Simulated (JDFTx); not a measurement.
System: benzoquinone, C6H4O2 (SMILES O=C1C=CC(=O)C=C1), charge 0, multiplicity 1; geometry: optimised with GFN2-xTB in vacuum (one conformer, no frequencies checked; largest PBE force component 1.4 eV/Å). Coordinates in Å:
```xyz
12

O     -2.668     0.000     0.000
C     -1.454     0.000     0.000
C     -0.667     1.250     0.000
C      0.667     1.250     0.000
C      1.454     0.000     0.000
O      2.668     0.000     0.000
C      0.667    -1.250     0.000
C     -0.667    -1.250     0.000
H     -1.241     2.166     0.000
H      1.241     2.166     0.000
H      1.241    -2.166     0.000
H     -1.241    -2.166     0.000
```

Level of theory: PBE, GBRV ultrasoft potentials, plane waves to 20/100 Ha; code: a modified build of JDFTx. Liquid: CANDLE, water, 0.5 M NaCl. The liquid run sits in a periodic box with 3.75 Å from the outermost atoms to the faces; the vacuum run is isolated. The box matters at about 0.01 eV. ΔG_solv is the difference of the two single-point energies, liquid minus vacuum; no corrections are added.

The solvation energy is -4.6 kcal/mol. The part: cavitation term of the fluid comes out as 14.5 kcal/mol and the part: dispersion term of the fluid is -11.2 kcal/mol. The part: electrostatic term of the fluid comes out as -10.7 kcal/mol, the part: distortion of the solute's electrons is 2.8 kcal/mol and the highest occupied level in vacuum (zero: vacuum level) is -6.35 eV. The highest occupied level in the liquid (zero: bulk electrolyte) is -6.28 eV and the volume of the model's cavity comes out as 292.1 Å³. The rough cost, vacuum and liquid run is 5 min and 4 min of core time.
